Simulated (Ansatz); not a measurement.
TaS$_{2}$ (CdI2 type, space group No. 164), DFT-PBE+D3(BJ) in the program Ansatz with PAW potentials, all energies at zero smearing, with the estimated change up to a 700 eV cutoff added, with one set of potentials and settings (totals compare only within such a set). Cell of 3 atoms (1 Ta, 2 S): -11740.698 eV.

```
element             reference phase  E (eV/atom)
-------  --------------------------  -----------
Ta       Im-3m, 1 atoms in the cell   -9932.9154
S        Fddd, 32 atoms in the cell    -902.2562
```

Formation energy per atom, worked out: (-11740.698 − 1×(-9932.9154) − 2×(-902.2562))/3 = -1.090 eV/atom (-105 kJ per mol of atoms), at 0 K, without zero-point energy or fitted corrections.

Space group P-3m1 (CdI2 type). This is a known high-temperature phase of the composition, computed here at zero pressure and temperature. The cell was relaxed with PBE+D3(BJ) under the symmetry of its start; whether a distortion lowers the energy is not shown. The run is not spin-polarised. The references are the lowest solids computed at this level, not always the standard phases. Scalar-relativistic: spin–orbit coupling is off unless named, which matters more the heavier the elements.

Potentials: the later of the program's two PAW sets.
